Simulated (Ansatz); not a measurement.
Input:

AgCl:
```yaml
crystal:
  lattice:
    - [0.00000, 2.67707, 2.67707]
    - [2.67707, 0.00000, 2.67707]
    - [2.67707, 2.67707, 0.00000]
  atoms:
    - { symbol: Ag, position: [0.50000, 0.50000, 0.50000] }
    - { symbol: Cl, position: [0.00000, 0.00000, 0.00000] }
```

This is the LDA-relaxed structure.

**Question.** All from plane-wave PAW LDA (Ansatz code), unless another level is named. Estimate the smallest direct gap on the standard path.

**Answer.** 3.14 eV.

**Question.** What about the conduction-band minimum?

**Answer.** at Γ.

**Question.** Give the valence-band maximum.

**Answer.** at L.

**Question.** Predict the weight of the conduction-edge state by species (Voronoi cells).

**Answer.** Ag 60 %, Cl 40 %.

Space group Fm-3m (rock salt). Symmetry was held in the LDA relaxation; phonons on a q-mesh show no instability. No spin polarisation was allowed. Spin–orbit coupling is left out wherever it is not named.

Potentials: the later of the program's two PAW sets.
